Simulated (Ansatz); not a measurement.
La$_{3}$SbO$_{3}$:
```
La3SbO3
1.0
    6.94705     2.06210     0.00000
   -6.94705     2.06210     0.00000
   -5.93689     0.00000    10.85930
La Sb O
6 2 6
Cartesian
 -1.98747   2.06210   0.60470
 -3.94942   2.06210  10.25460
 -5.34673   2.06210   6.52752
 -0.59017   2.06210   4.33177
  3.07049   2.06210   3.18657
 -9.00738   2.06210   7.67272
  0.38703   2.06210   8.87227
 -6.32392   2.06210   1.98703
  3.78510   2.06210   0.96716
 -9.72199   2.06210   9.89213
 -3.28115   2.06210   7.62679
 -2.65574   2.06210   3.23250
  1.81514   2.06210   5.30327
 -7.75203   2.06210   5.55602
```

Relaxed with r²SCAN. Special points in fractions of this cell's reciprocal vectors: Γ (0.000, 0.000, 0.000); C (0.279, 0.279, 0.000); C2 (-0.279, 0.721, 0.000); Y2 (-0.500, 0.500, 0.000); M2 (-0.500, 0.500, 0.500); D (-0.263, 0.737, 0.500); D2 (0.263, 0.263, 0.500); A (0.000, 0.000, 0.500); L2 (0.000, 0.500, 0.500); V2 (0.000, 0.500, 0.000).

Problem. List the band energies nearest the valence-band maximum at these points for r²SCAN in the plane-wave PAW code Ansatz.

Solution. In eV from the valence-band maximum; about four levels below and three above (degenerate sets whole), none deeper than 8.9 eV; points with the same levels are listed once.

| k | below | above |
|---|---|---|
| Γ | -1.36 -1.03 -0.12 0.00 | 1.37 1.51 1.52 |
| C | -2.22 -1.54 -1.51 -0.97 | 1.19 1.26 1.61 |
| Y2 | -1.57 -1.31 -0.13 -0.10 | 1.01 1.10 1.46 |
| M2 | -1.64 -1.09 -0.14 -0.10 | 1.14 1.27 1.44 |
| D | -2.17 -1.57 -1.55 -1.08 | 1.19 1.38 1.47 |
| A | -1.54 -1.21 -0.07 -0.06 | 1.35 1.40 1.43 |
| L2 | -2.21 -1.61 -1.58 -1.05 | 1.20 1.32 1.41 |
| V2 | -2.21 -1.61 -1.58 -1.05 | 1.26 1.31 1.62 1.63 |

Space group C2/m. The workflow started from a Materials Project entry (that database holds measured and hypothetical structures alike); the Crystallography Open Database files this formula in space group No. 12, but the cells were not matched. Its standing as an ambient phase is unchecked. Symmetry was held in the r²SCAN relaxation; whether a distortion lowers the energy is not shown. Scalar-relativistic: spin–orbit coupling is off unless named, which matters more the heavier the elements.

Potentials: the later of the program's two PAW sets.
